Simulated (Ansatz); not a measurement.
Ansatz (a quantum-chemistry and plane-wave program) input:

Ansatz 0.2 input:
```yaml
crystal:
  lattice:
    - [3.6013391226, 0.0, 0.0]
    - [0.0, 3.6013391226, 0.0]
    - [0.0, 0.0, 5.2280743819]
  atoms:
    - { symbol: Zr, position: [0.0, 0.0, 0.0] }
    - { symbol: Zr, position: [0.5, 0.5, 0.5] }
    - { symbol: O, position: [0.0, 0.5, 0.1967909398] }
    - { symbol: O, position: [0.0, 0.5, 0.6967909398] }
    - { symbol: O, position: [0.5, 0.0, 0.3032090602] }
    - { symbol: O, position: [0.5, 0.0, 0.8032090602] }
kpoints:
  mp_grid: { grid: [8, 8, 6] }
hamiltonian:
  xc: r2scan
  pseudopotentials: { kind: paw }
scf:
  occupations: { method: fixed }
checkpoint: { read: static.run }
output: { write_density: true, elf: true, volumetric_format: npy }
```

Output (shortened):

```
Pseudopotential: Zr, paw, valence charge 12
Pseudopotential: O, paw, valence charge 6
Functional definition: r2SCAN
Crystal: 6 atoms, lattice volume = 67.806 Å³
Basis set: ecut = 500 eV, 1739 PW (Γ), exchange–correlation on 108×108×160 points (64 copies of the dense FFT grid, shifted against one another)
Bands: 30, of which v1, the nominal top of the filled ones, is band 24 counted from 1 (23 counted from 0)
Symmetry: 16 space group operations
Space group: P42/nmc (ITA 137), of the structure as read, at distance tolerance 4.1e-5 Å
k-points: 60 of 384
Stability of the state it starts from, as read at its close in the unpolarized treatment …
iter 1 solved again at ethr=5.99e-9 eV; its pass at ethr=3.10e-3 eV (dr2=2.88e-6 eV) is discarded
SCF iter   1: F=—  HF=-10676.295881 eV  |F-HF|=—  |Δ(HF+E_count)|=         —  Δρ=3.84e-7  dr2=1.94e-11  dr2_τ=6.68e-12  ethr=5.99e-9  ⟨swp⟩=3.9  Hψ=12127  notcnv=0  defer=237
preconditioner: auto → Resta (q_TF=auto, 2.576 Å⁻¹)
SCF iter   2: F=-10676.295881 eV  HF=-10676.295881 eV  |F-HF|=3.64e-12  |Δ(HF+E_count)|=   3.12e-7  Δρ=2.41e-7  dr2=1.56e-11  dr2_τ=1.30e-11  ethr=1.00e-12  ⟨swp⟩=9.8  Hψ=7656  notcnv=0
SCF 1 converged in 2 iterations: F = -10676.295881 eV  dr2 = 1.56e-11
SCF converged after 2 iterations
Free energy (F): -10676.295881 eV
Harris-Foulkes:  -10676.295881 eV  (|F-HF|=3.64e-12)
Internal energy: -10676.295881 eV  (E = F + TS)
E sigma→0 (E₀):  -10676.295881 eV
Fermi energy:    10.741595 eV
--- Per-component energies (eV) ---
  E_band       = -186.044356
  E_kinetic    = 1378.133548
  E_local      = -2353.415579  (includes V_loc(G=0)·N_el)
  E_nonlocal   = 339.297940
  E_hartree    = 778.116491
  E_xc         = -610.934827
  E_vxc        = -852.419545  (∫ρ·V_xc dr)
  E_paw        = -6579.201242  (= ΣΔE_a)
  E_vpaw       = -305.697090  (= ΣTr[D̂ρ^β])
  E_aug_tail   = 0.004121  (compensation charges beyond the density's cutoff)
  E_vtau       = 51.819125  (kinetic-family band-sum trace: ∫τ·v_τ [+ j·A + Jᵃ·Aᵃ] dr)
  E_ewald      = -3627.839087
  E_core_change = -0.457247  (= ΣΔE_core)
  E_smearing   =  0.000000  (= −TS)
  E_closure    =  0.000000  (closes the sum)
  Σ components = -10676.295881   (vs F -10676.295881, Δ=0.00e0)
  [band-id]    e_kinetic+e_local+e_nonlocal+2·e_hartree+e_vxc+e_vpaw+e_augmentation_tail+e_vtau = -186.044498   (vs E_band -186.044356, Δ=-1.42e-4)
--- Band table (eV; the first three rows and the last of 60) ---
  k-point 0: bands = ["-38.1438", "-38.0905", "-16.0174", "-15.4386", "-15.4386", "-15.3415", "-15.2935", "-15.2935", "-7.7539", "-6.5652", "-5.9118", "-5.6679", "5.8767", "6.0808", "6.2583", "6.2583", "8.3119", "8.3119", "9.4230", "9.4230", "10.0252", …
  k-point 1: bands = ["-38.1402", "-38.0941", "-15.9776", "-15.4291", "-15.4291", "-15.3936", "-15.3033", "-15.3033", "-7.6366", "-6.5100", "-6.0533", "-5.7266", "6.0894", "6.3357", "6.3357", "6.3379", "7.9990", "7.9990", "9.6320", "9.6834", "9.6834", …
  k-point 2: bands = ["-38.1305", "-38.1038", "-15.8655", "-15.5298", "-15.4029", "-15.4029", "-15.3300", "-15.3300", "-7.3154", "-6.4115", "-6.3549", "-5.8989", "6.5629", "6.5629", "6.7046", "7.0465", "7.4658", "7.4658", "8.6985", "9.2072", "10.0395", …
  k-point 59: bands = ["-38.0819", "-38.0819", "-15.8416", "-15.8416", "-15.8416", "-15.8416", "-15.4642", "-15.4642", "-5.9863", "-5.9863", "-5.9863", "-5.9863", "6.5033", "6.5033", "6.8792", "6.8792", "8.9473", "8.9473", "8.9473", "8.9473", "9.2686", …
```

Cost: very roughly 8 core-seconds on shared cores.

Space group P4_2/nmc. This is a known high-temperature phase of the composition, computed here at zero pressure and temperature. The r²SCAN relaxation kept the symmetry of its start; whether a distortion lowers the energy is not shown. The run is not spin-polarised. Spin–orbit coupling is left out wherever it is not named.

Potentials: the later of the program's two PAW sets.

Ansatz is a plane-wave DFT program.
